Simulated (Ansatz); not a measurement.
TaRu:
```
TaRu
1.0
    0.00000     2.58450     2.58450
    2.58450     0.00000     2.58450
    2.58450     2.58450     0.00000
Ru Ta
1 1
Direct
  0.00000   0.00000   0.00000
  0.50000   0.50000   0.50000
```

This is the r²SCAN-relaxed structure.

**Question.** All from r²SCAN (plane waves, PAW; program Ansatz), unless another level is named. Estimate the formation energy from the elements (no fitted shifts).

**Answer.** 0.33 eV/atom.

**Question.** Give the density of states at the Fermi level.

**Answer.** 0.62 states/eV per atom (mean over ±0.08 eV).

**Question.** And the gap with spin–orbit coupling?

**Answer.** none (metallic).

Space group Fm-3m (rock salt). The start of the workflow was typed in or built on a structure type; neither database checked (COD, Materials Project) lists it. COD files the formula under space group No. 123, 221, so this cell is another polymorph or a model. Whether it is the stable phase at ambient conditions was not checked. The r²SCAN relaxation kept the symmetry of its start. At this level the phase is mechanically unstable. No spin polarisation was allowed. Its formation energy is positive at this level, so the cell may be metastable or incomplete. The references are the lowest solids computed at this level, not always the standard phases. Spin–orbit coupling is left out wherever it is not named.

Potentials: the earlier of the program's two PAW sets.
